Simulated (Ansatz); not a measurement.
The relaxed structure here is a generated cell of Pt: the first start was made by placing the elements on the sites of a structure type, and the end was not matched to a known phase here, so it may be hypothetical. Known forms of Pt include space group No. 225.

A relaxed cell of Pt (I4₁/amd (No. 141)), relaxed on a k-mesh at least as fine as the one used below. These are r2SCAN (plane waves to 500 eV, PAW, scalar-relativistic; Ansatz, a quantum-chemistry and plane-wave program) values and carry that method's errors. Γ-centred k-mesh 7×14×9 on the run's cell (coarser than for final values), Fermi–Dirac smearing 0.05 eV.

```
CELL_PARAMETERS angstrom
     -4.99959     4.99959     2.68577
      2.49979    -2.49979     1.34288
      2.49979     2.49979    -1.34288
ATOMIC_POSITIONS crystal
  Pt 0.37500 0.25000 0.50000
  Pt 0.87500 0.25000 0.50000
  Pt 0.00000 0.00000 0.00000
  Pt 0.50000 0.00000 0.00000
```

The atoms are displaced by (Å):

```
atom     ux      uy      uz
----  -----  ------  ------
Pt1   0.072  -0.108   0.035
Pt2   0.020   0.074   0.000
Pt3   0.006   0.096  -0.066
Pt4   0.255  -0.095  -0.027
```

Q: What forces (eV/Å) and pressure result?

A: 
```json
[
 {"atom": "Pt1", "Fx": "2.86", "Fy": "1.73", "Fz": "-0.17"},
 {"atom": "Pt2", "Fx": "-0.06", "Fy": "-0.53", "Fz": "0.03"},
 {"atom": "Pt3", "Fx": "-0.01", "Fy": "-1.77", "Fz": "-0.19"},
 {"atom": "Pt4", "Fx": "-2.80", "Fy": "0.57", "Fz": "0.33"}
]
```

Pressure +4.1 GPa.

Q: Estimate the energy cost of the displacement in the harmonic approximation and compare with the calculation.

A: For a harmonic well ΔE = −½ Σ F·u = 0.481 eV a cell, or 120 meV/atom. The calculated energy relative to the undisplaced cell is +0.11 eV/atom, so the harmonic estimate holds well.

The undisplaced cell is probably no minimum: from this displacement the run went on to P6/mmm (No. 191), 0.18 eV/atom below it.

No spin polarisation in the result.
